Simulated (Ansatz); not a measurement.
CsPbCl₃:
```
CsPbCl3
1.0
    5.67138     0.00000     0.00000
    0.00000     5.67138     0.00000
    0.00000     0.00000     5.67138
Cs Pb Cl
1 1 3
Cartesian
  0.00000   0.00000   0.00000
  2.83569   2.83569   2.83569
  0.00000   2.83569   2.83569
  2.83569   2.83569   0.00000
  2.83569   0.00000   2.83569
```

The program Ansatz at the r²SCAN level (PAW) gives a gap of 2.45 eV without spin–orbit coupling, maximum at R, minimum at R.

Q: What happens when spin–orbit coupling is switched on?

A: The gap shrinks by 1.28 eV, to 1.17 eV; maximum at R, minimum at R.

Q: Give the electron effective mass with spin–orbit coupling.

A: 0.19 mₑ (isotropic).

Q: Give the hole effective mass with spin–orbit coupling.

A: 0.18 mₑ (isotropic).

Space group Pm-3m (cubic perovskite). This is a known high-temperature phase of the composition, computed here at zero pressure and temperature. Symmetry was held in the r²SCAN relaxation; whether a distortion lowers the energy is not shown.

Potentials: the later of the program's two PAW sets.
